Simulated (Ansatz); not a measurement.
Ba₂ZnN₂:
```
Ba2ZnN2
1.0
   -2.06216     2.06216     6.39737
    2.06216    -2.06216     6.39737
    2.06216     2.06216    -6.39737
Ba Zn N
2 1 2
Direct
  0.65547   0.65547   0.00000
  0.34453   0.34453   0.00000
  0.00000   0.00000   0.00000
  0.85807   0.85807   0.00000
  0.14193   0.14193   0.00000
```

The program Ansatz at the PBEsol level (PAW) gives a gap of 0.42 eV without spin–orbit coupling, maximum at Γ, minimum at X.

Q: What happens when spin–orbit coupling is switched on?

A: The gap falls by 0.06 eV, to 0.36 eV; maximum at Γ, minimum at X.

Q: Give the electron effective mass with spin–orbit coupling.

A: 0.43, 2.2, 2.5 mₑ (principal values).

Q: Give the hole effective mass with spin–orbit coupling.

A: 0.46, 0.46, 2.2 mₑ (principal values).

Space group I4/mmm. The workflow started from a Materials Project entry (that database holds measured and hypothetical structures alike); the Crystallography Open Database files this formula in space group No. 139, but the cells were not matched. Whether it is the stable phase at ambient conditions was not checked. The PBEsol relaxation kept the symmetry of its start; whether a distortion lowers the energy is not shown.

Potentials: the later of the program's two PAW sets.
